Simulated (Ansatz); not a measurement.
CuO:
```yaml
crystal:
  lattice:
    - [4.35368, 0.00000, 0.00000]
    - [0.00000, 3.80558, 0.00000]
    - [-0.00882, 0.00000, 5.15495]
  atoms:
    - { symbol: Cu, position: [0.00000, 0.50000, 0.50000] }
    - { symbol: Cu, position: [0.00000, 0.00000, 0.00000] }
    - { symbol: Cu, position: [0.50000, 0.50000, 0.00000] }
    - { symbol: Cu, position: [0.50000, 0.00000, 0.50000] }
    - { symbol: O, position: [0.75000, 0.24937, 0.25000] }
    - { symbol: O, position: [0.25000, 0.75063, 0.75000] }
    - { symbol: O, position: [0.25000, 0.74937, 0.25000] }
    - { symbol: O, position: [0.75000, 0.25063, 0.75000] }
```
The run is spin-polarised; directions of the spins, atom by atom: ↓ ↓ ↑ ↑ 0 0 0 0.

Relaxed with r²SCAN. Independent-particle spectrum: no excitons, no local fields, no scissors shift; 0.1 eV broadening; ε₁ of the summed bands alone.

Task: Tabulate the dielectric function from the program Ansatz at the r²SCAN level (PAW).

Result: 

```
E (eV)  ε₁ xx  ε₂ xx  ε₁ yy  ε₂ yy  ε₁ zz  ε₂ zz
------  -----  -----  -----  -----  -----  -----
0.0      8.81   0.00   7.18   0.00  10.70   0.00
0.3      8.97   0.00   7.29   0.00  10.90   0.00
0.6      9.53   0.03   7.73   0.02  11.67   0.02
0.9     10.68   0.30   8.69   0.79  13.49   0.32
1.2     13.08   2.27   8.59   2.75  15.95   6.17
1.5     18.89   5.12   8.16   3.21  16.80   5.33
1.8     -5.73  16.68   4.40   3.99   0.09  18.03
2.1      0.24   2.29   5.37   1.75   4.04   4.64
2.4      4.06   2.16   7.38   1.93   6.90   8.54
2.7      4.68   4.16   7.09   4.61   4.95   9.30
3.0      3.80   3.47   5.02   5.14   3.76  10.55
3.3      4.57   3.56   4.07   4.80  -2.20   7.70
3.6      3.62   4.05   2.51   3.23  -0.53   3.54
3.9      2.71   3.05   3.63   1.54   1.24   2.52
4.2      3.78   2.30   5.16   2.00   2.64   2.50
4.5      4.34   1.80   5.72   2.69   3.40   3.71
4.8      6.30   2.34   6.08   3.56   3.36   4.03
5.1      6.88   6.19   6.14   5.38   2.56   5.24
5.4      3.28   6.86   4.23   6.11   1.77   4.47
5.7      2.82   5.24   3.91   5.80   1.32   5.38
6.0      2.86   5.70   3.55   6.62   0.29   3.60
6.3      2.20   5.98   2.01   7.04   1.17   3.41
6.6      0.95   6.38   0.20   6.65   1.27   3.64
6.9     -0.58   5.62  -0.94   5.65  -0.09   4.25
7.2     -0.91   3.82  -1.04   3.73  -0.14   3.02
7.5     -0.54   3.15  -0.42   3.18   0.33   2.19
7.8     -0.13   2.77  -0.04   2.83   0.48   2.61
8.1     -0.01   2.44  -0.53   2.82   0.27   2.25
8.4      0.13   2.62  -0.18   2.28   0.37   2.07
8.7     -0.42   2.19  -0.04   1.83   0.10   1.71
9.0     -0.14   1.47   0.36   1.60   0.35   1.18
9.3      0.21   1.24   0.50   1.42   0.91   0.82
9.6      0.60   0.94   0.91   1.36   1.45   0.91
9.9      1.13   0.99   1.17   1.57   2.04   1.33
10.2     1.29   1.30   0.86   2.05   1.50   2.04
10.5     1.39   1.35   0.78   1.47   1.33   1.69
10.8     1.45   1.54   1.19   1.40   1.62   1.33
11.1     1.51   1.52   1.34   1.51   2.53   2.07
11.4     1.68   1.91   1.52   1.95   1.09   3.26
11.7     1.03   1.95   1.01   1.97   0.94   2.40
12.0     1.22   1.56   1.02   1.83   0.52   2.06
```

Task: From ε at 0.8 eV (xx: 10.21 + 0.20i), find n, k, the normal reflectivity and the absorption coefficient.

Result: n = 3.20, k = 0.031, R = 27 %, α = 2kE/ħc = 2500 cm⁻¹.

With all bands, ε∞ without local fields is 9.07 (xx), 7.43 (yy), 10.9 (zz).

Space group Cccm. The start of the workflow was typed in or built on a structure type; the Crystallography Open Database copy checked does not list it. It is not the phase usual at ambient conditions (space group No. 15). The r²SCAN relaxation kept the symmetry of its start, as lowered by the spin order; its stability against distortions is not shown here. The final state is antiferromagnetic, the only order run, not a proven ground state. Other orbital occupations within this spin state were not tried. No Hubbard U is applied.

Potentials: the earlier of the program's two PAW sets. The files were generated under PBE; for other functionals the program regenerates the frozen cores, and for LDA and PBEsol the local potential too.
